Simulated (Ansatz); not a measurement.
Total density of states per atom from PBEsol in the plane-wave PAW code Ansatz, in 0.25 eV bins, energy from the valence-band maximum:

(E (eV), states/eV/atom): (-7.85, 0.26); (-7.60, 0.27); (-7.35, 0.28); (-7.10, 0.29); (-6.85, 0.31); (-6.60, 0.34); (-6.35, 0.39); (-6.10, 0.39); (-5.85, 0.38); (-5.60, 0.38); (-5.35, 0.37); (-5.10, 0.36); (-4.85, 0.36); (-4.60, 0.35); (-4.35, 0.34); (-4.10, 0.34); (-3.85, 0.33); (-3.60, 0.33); (-3.35, 0.32); (-3.10, 0.31); (-2.85, 0.28); (-2.60, 0.22); (-2.35, 0.18); (-2.10, 0.16); (-1.85, 0.13); (-1.60, 0.12); (-1.35, 0.10); (-1.10, 0.08); (-0.85, 0.07); (-0.60, 0.05); (-0.35, 0.04); (-0.10, 0.01); (0.15, 0.00); (0.40, 0.00); (0.65, 0.00); (0.90, 0.00); (1.15, 0.00); (1.40, 0.00); (1.65, 0.00); (1.90, 0.00); (2.15, 0.00); (2.40, 0.00); (2.65, 0.00); (2.90, 0.00); (3.15, 0.00); (3.40, 0.00); (3.65, 0.00); (3.90, 0.00); (4.15, 0.02); (4.40, 0.05); (4.65, 0.08); (4.90, 0.12); (5.15, 0.15); (5.40, 0.17); (5.65, 0.21); (5.90, 0.24); (6.15, 0.25); (6.40, 0.27); (6.65, 0.29); (6.90, 0.31); (7.15, 0.33); (7.40, 0.36); (7.65, 0.40); (7.90, 0.49); (8.15, 0.56); (8.40, 0.43); (8.65, 0.41); (8.90, 0.46)

Problem. Which compound is it?
A) SiC, zinc blende
B) C, diamond
C) Ge, diamond
D) Si, diamond

Solution. B, C, diamond. Top 1 eV of the valence band: C 2p 98 %. Bottom 1 eV of the conduction band: C 2p 51 %, C 2s 39 %, outside the projected shells 9 %. Projections are on Löwdin-orthogonalised atomic valence shells; empty p or d shells of many metals are not among them.

Space group Fd-3m (diamond). Symmetry was held in the PBEsol relaxation.

Potentials: the later of the program's two PAW sets.
